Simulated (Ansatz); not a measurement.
Relaxed PbS (rock salt):

```
PbS
1.0
    0.00000     5.97449     5.97449
    2.98725     2.98725     5.97449
    2.98725     2.98725     0.00000
S Pb
2 2
Direct
  0.00000   0.00000   0.00000
  0.50000   0.00000   0.00000
  0.00000   0.50000   0.50000
  0.50000   0.50000   0.50000
```

A phonon eigenvector at X = (0.5, 0.5, 0.0) is frozen into this cell: atom i moves by Q times the vector below, so Q is the largest atomic displacement, in Å. The cell is held. It is one choice among 2 degenerate patterns. (q is in reciprocal vectors of the primitive cell; the cell shown is doubled to hold the pattern.)

| atom | x | y | z |
|---|---|---|---|
| S1 | 0.000 | 0.244 | 0.000 |
| S2 | 0.000 | -0.244 | 0.000 |
| Pb3 | 0.000 | 1.000 | 0.000 |
| Pb4 | 0.000 | -1.000 | 0.000 |

The numbers are results of r2SCAN (plane waves to 500 eV, PAW, scalar-relativistic; Ansatz, a program for electronic structure), not measurements. k mesh 10×10×10 (Γ-centred), Fermi-Dirac smearing 0.05 eV. PbS was relaxed with its symmetry unable to fall. Spin-orbit coupling is left out, though Pb is heavy.

At one point of the scan the forces (eV/Å) are:

```
atom     Fx      Fy     Fz
----  -----  ------  -----
S1    0.000  -0.007  0.000
S2    0.000   0.007  0.000
Pb3   0.000  -0.068  0.000
Pb4   0.000   0.068  0.000
```

**Question.** Which point is it?
A. Q = 0.180 Å
B. Q = 0.060 Å
C. Q = 0.120 Å
D. Q = 0.150 Å

**Answer.** B, Q = 0.060 Å

(For displaced atoms, the force is minus the slope of the energy, and its curvature is a force constant, which sets phonon frequencies.)
